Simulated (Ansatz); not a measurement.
Relaxed Sr (fcc, Cu type):

```yaml
crystal:
  lattice:
    - [0.00000, 6.02891, 6.02891]
    - [3.01445, 0.00000, 3.01445]
    - [3.01445, 3.01445, 0.00000]
  atoms:
    - { symbol: Sr, position: [0.00000, 0.00000, 0.00000] }
    - { symbol: Sr, position: [0.50000, 0.00000, 0.00000] }
```

A phonon eigenvector at L = (0.5, 0.0, 0.0) is frozen into this cell: atom i moves by Q times the vector below, so Q is the largest atomic displacement, in Å. The cell is held. (q is in reciprocal vectors of the primitive cell; the cell shown is doubled to hold the pattern.)

```json
[
 {"atom": "Sr1", "x": "-0.577", "y": "0.577", "z": "0.577"},
 {"atom": "Sr2", "x": "0.577", "y": "-0.577", "z": "-0.577"}
]
```

The numbers are results of PBE (plane waves to 420 eV, PAW, scalar-relativistic; Ansatz, an electronic-structure program), not measurements. k mesh 13×13×13 (Γ-centred), Fermi-Dirac smearing 0.05 eV. E stands for the smeared free energy. With partly filled bands, energies and forces of such displacements shift with the k mesh and the smearing. Sr was relaxed with its symmetry unable to fall. The PAW data are Ansatz's earlier set. ΔE is measured from the undisplaced structure.

The scan covers Q from -0.180 to 0.180 Å in 13 points.

Question: Which space group does the distorted structure have?

Answer: R-3m (No. 166), lowered from Fm-3m.

Question: What is the energy change at Q = 0.180 Å?

Answer: 95 meV/cell.

Question: What harmonic wavenumber does the curvature at Q = 0 give?

Answer: 95 cm⁻¹.

(A displaced cell: forces are minus the slopes of the energy, force constants its curvatures, and phonons follow from these.)
